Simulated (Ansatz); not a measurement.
TaAs (NbAs type, space group I4_1md)

```yaml
crystal:
  lattice:
    - [-1.73153, 1.73153, 5.86650]
    - [1.73153, -1.73153, 5.86650]
    - [1.73153, 1.73153, -5.86650]
  atoms:
    - { symbol: Ta, position: [0.99912, 0.99912, 0.00000] }
    - { symbol: Ta, position: [0.74912, 0.24912, 0.50000] }
    - { symbol: As, position: [0.41688, 0.41688, 0.00000] }
    - { symbol: As, position: [0.16688, 0.66688, 0.50000] }
```

The volume is varied about the relaxed value V₀ at fixed cell shape. The atoms relax within the cell's symmetry.

The numbers are results of PBE (plane waves to 420 eV, PAW, scalar-relativistic; Ansatz, a first-principles code), not measurements. k mesh 19×19×19 (Γ-centred), Fermi-Dirac smearing 0.05 eV. The energy includes the smearing's −TS. Compression counts positive. With the shape held, the modulus is that of even scaling; a crystal free to change shape is softer. At this level the bands of TaAs touch or barely overlap. Spin-orbit coupling is left out, though Ta is heavy. TaAs is run without spin polarisation. TaAs was relaxed with its symmetry unable to fall. ΔE is measured from the relaxed starting cell. The last digit holds for this mesh only.

| V (Å³/atom) | ΔE (meV/atom) |
|---|---|
| 16.534 | 39.1 |
| 16.745 | 24.5 |
| 16.956 | 13.5 |
| 17.167 | 5.9 |
| 17.378 | 1.4 |
| 17.589 | 0.0 |
| 17.800 | 1.4 |
| 18.011 | 5.4 |
| 18.222 | 11.8 |
| 18.433 | 20.6 |
| 18.644 | withheld |

Problem. Fit a third-order Birch-Murnaghan form (E₀, V₀, B₀, B₀′ free) to the given rows and predict ΔE at V = 18.644.

Solution. Least squares on the 10 given rows: ΔE = E₀ + (9V₀B₀/16)·y²·[2 + (B₀′ − 4)y], y = (V₀/V)^(2/3) − 1, with V₀ = 17.590 Å³/atom, B₀ = 177.2 GPa (160.2 GPa = 1 eV/Å³; the term in eV is multiplied by 1000), B₀′ = 4.31, E₀ = 0.01 meV/atom; root-mean-square residual 0.03 meV/atom. At 18.644 the fit gives 31.5 meV/atom; the calculation gives 31.5 meV/atom, the same to the digits shown. For the pressure the fit gives -9.1 GPa against the computed -9.1 GPa.

(Under strain, the slope of the energy per volume gives the stress and its curvature an elastic modulus.)
